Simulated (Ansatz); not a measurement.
Here is the system:

Relaxed KBr (rock salt):

```
CELL_PARAMETERS angstrom
      0.00000     3.27480     3.27480
      3.27480     0.00000     3.27480
      3.27480     3.27480     0.00000
ATOMIC_POSITIONS crystal
  Br 0.00000 0.00000 0.00000
  K  0.50000 0.50000 0.50000
```

In this cell atom 1 (Br, nearest neighbour K at 3.275 Å; its periodic images, 4.6 Å or more away, move with it) is moved by s along Cartesian [111], unit vector (0.577, 0.577, 0.577); all other atoms and the cell stay fixed.

Calculation: PBEsol (plane waves to 420 eV, PAW, scalar-relativistic; Ansatz, an electronic-structure program). k mesh 7×7×7 (Γ-centred), Fermi-Dirac smearing 0.05 eV. Energies are smeared free energies. KBr was relaxed with its symmetry unable to fall. ΔE is measured from the undisplaced structure.

The scan covers s from -0.650 to 0.650 Å in 11 points.

Is the energy the same for equal positive and negative displacements?

Even: the same for both signs. With its periodic images moving along, the atom's site symmetry in this cell is m-3m.

What is the force constant k = d²E/ds² of this move at s = 0?

1.20 eV/Å².

With two atoms in the cell this is the zone-centre optical mode. What wavenumber follows (transverse: no LO-TO term)?

112 cm⁻¹.

(For displaced atoms, the force is minus the slope of the energy, and its curvature is a force constant, which sets phonon frequencies.)
